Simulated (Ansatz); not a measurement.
Input:

TaP:
```cif
data_PTa
_chemical_formula_sum 'Ta1 P1'
_space_group_name_H-M_alt 'P-6m2'
_space_group_IT_number 187
_space_group_name_Hall 'P -6 2'
_cell_length_a 3.28205
_cell_length_b 3.28205
_cell_length_c 3.31663
_cell_angle_alpha 90.000
_cell_angle_beta 90.000
_cell_angle_gamma 120.000
loop_
_atom_site_label
_atom_site_type_symbol
_atom_site_symmetry_multiplicity
_atom_site_Wyckoff_symbol
_atom_site_fract_x
_atom_site_fract_y
_atom_site_fract_z
_atom_site_occupancy
Ta1 Ta 1 e 0.66667 0.33333 0.00000 1
P1 P 1 b 0.00000 0.00000 0.50000 1
```

This is the PBEsol-relaxed structure.

Problem. All from plane-wave PAW PBEsol (Ansatz code), unless another level is named. Give the electronic character.

Solution. metallic (no gap).

Problem. And the density of states at the Fermi level?

Solution. 0.14 states/eV per atom (mean over ±0.08 eV).

Problem. And the formation energy from the elements (no fitted shifts)?

Solution. -1.03 eV/atom.

Problem. Next, the gap with spin–orbit coupling?

Solution. none (metallic).

The workflow started from a Materials Project entry (that database holds measured and hypothetical structures alike); the Crystallography Open Database copy checked does not list it. COD files the formula under space group No. 141, so this cell is another polymorph or a model. Whether it is the stable phase at ambient conditions was not checked. Symmetry was held in the PBEsol relaxation; of distortions, only those at the zone centre were tested. The run is not spin-polarised. The references are the lowest solids computed at this level, not always the standard phases. Spin–orbit coupling is left out wherever it is not named.

Potentials: the later of the program's two PAW sets.
